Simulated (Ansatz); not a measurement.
One stationary structure of MgO. Level of theory: PBEsol (plane waves to 420 eV, PAW, scalar-relativistic; Ansatz, a program for electronic structure).

```cif
data_Mg2O2
_chemical_formula_sum 'Mg2 O2'
_space_group_name_H-M_alt 'P 1'
_space_group_IT_number 1
_cell_length_a 3.30204
_cell_length_b 3.30204
_cell_length_c 5.02391
_cell_angle_alpha 90.000
_cell_angle_beta 90.000
_cell_angle_gamma 120.000
loop_
_space_group_symop_operation_xyz
  'x, y, z'
loop_
_atom_site_label
_atom_site_type_symbol
_atom_site_fract_x
_atom_site_fract_y
_atom_site_fract_z
_atom_site_occupancy
Mg1 Mg 0.66667 0.33333 0.01100 1
Mg2 Mg 0.33333 0.66667 0.51100 1
O1 O 0.66667 0.33333 0.61420 1
O2 O 0.33333 0.66667 0.11420 1
```

Determine the symmetry and give the standard cell with its independent sites.

Space group P6₃mc (No. 186); a = 3.3020 Å, b = 3.3020 Å, c = 5.0239 Å, α = 90.00°, β = 90.00°, γ = 120.00°

| atom | site | symmetry | x | y | z |
|---|---|---|---|---|---|
| Mg | 2b | 3m. | 0.6667 | 0.3333 | 0.0110 |
| O | 2b | 3m. | 0.3333 | 0.6667 | 0.1142 |

This is the wurtzite type.

Give the shortest distances between elements (the closest pairs, up to four, under 3.6 Å).

Mg–O 1.98 Å; Mg–Mg 3.15 Å; O–O 3.15 Å.

| Item | Value |
|---|---|
| Volume per atom | 11.86 Å³ |
| Density | 2.82 g/cm³ |
| Band gap | 3.36 eV, direct at Γ (no spin-orbit coupling) |

No spin polarisation in the result.

The run could not lose the symmetry of its start; a randomly shaken copy of 8 atoms returns to this structure.

The first start was generated by placing the elements on the sites of a structure type. Materials Project lists a structure of MgO in the same space group, P6₃mc (No. 186); the sites were not compared with it, nor with measured phases. Known forms of MgO include space group No. 225.
